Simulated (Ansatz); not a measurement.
CaCd$_{2}$As$_{2}$:
```cif
data_As2CaCd2
_chemical_formula_sum 'Ca1 Cd2 As2'
_space_group_name_H-M_alt 'P 1'
_space_group_IT_number 1
_cell_length_a 4.40815
_cell_length_b 4.40815
_cell_length_c 7.19550
_cell_angle_alpha 90.000
_cell_angle_beta 90.000
_cell_angle_gamma 120.000
loop_
_space_group_symop_operation_xyz
  'x, y, z'
loop_
_atom_site_label
_atom_site_type_symbol
_atom_site_fract_x
_atom_site_fract_y
_atom_site_fract_z
_atom_site_occupancy
Ca1 Ca 0.00000 0.00000 0.00000 1
Cd1 Cd 0.33333 0.66667 0.63372 1
Cd2 Cd 0.66667 0.33333 0.36628 1
As1 As 0.33333 0.66667 0.23747 1
As2 As 0.66667 0.33333 0.76253 1
```

Relaxed with r²SCAN.

Problem. Tabulate the valence density and the electron localisation function along the shortest Ca–As contact (3.07 Å), DFT-r²SCAN in the program Ansatz with PAW potentials.

Solution. 

```csv
distance from Ca (Å),density (e/Å³),ELF
0.31,5.77,0.82
0.46,4.30,0.86
0.61,2.62,0.86
0.77,1.32,0.81
0.92,0.58,0.59
1.07,0.26,0.20
1.23,0.15,0.07
1.38,0.13,0.11
1.53,0.15,0.37
1.69,0.21,0.66
1.84,0.29,0.74
1.99,0.42,0.74
2.15,0.62,0.71
2.30,1.15,0.66
2.45,2.90,0.53
2.61,7.81,0.33
2.76,17.33,0.18
```

The density is the valence pseudo-density with augmentation charge, so density and ELF within about 1 Å of a nucleus are not all-electron values.

Space group P-3m1. The first step of the workflow began from a Materials Project structure, measured or hypothetical; the Crystallography Open Database files this formula in space group No. 164, but the cells were not matched. Its standing as an ambient phase is unchecked. The r²SCAN relaxation kept the symmetry of its start; its stability against distortions is not shown here.

Potentials: the later of the program's two PAW sets.
